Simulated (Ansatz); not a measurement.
Given:

BN:
```
BN
1.0
    2.48831     0.00000     0.00000
   -1.24416     2.15494     0.00000
    0.00000     0.00000     6.49510
B N
2 2
Cartesian
  1.24416   0.71831   1.62378
  0.00000   1.43663   4.87133
  0.00000   1.43663   1.62378
  1.24416   0.71831   4.87133
```

This is the LDA-relaxed structure.

Problem. All from LDA (plane waves, PAW; program Ansatz), unless another level is named. Predict the highest zone-centre frequency (without LO–TO term).

Solution. 1386 cm^-1.

Problem. What about the zero-point energy?

Solution. 155.7 meV/atom.

Problem. And the bulk modulus (Birch–Murnaghan fit)?

Solution. 27.2 GPa.

Space group P6_3/mmc. The cell was relaxed with LDA under the symmetry of its start; phonons on a q-mesh show no instability. A crystal of weakly bound layers computed without a dispersion correction: the cell and the soft elastic constants depend strongly on that.

Potentials: the earlier of the program's two PAW sets.
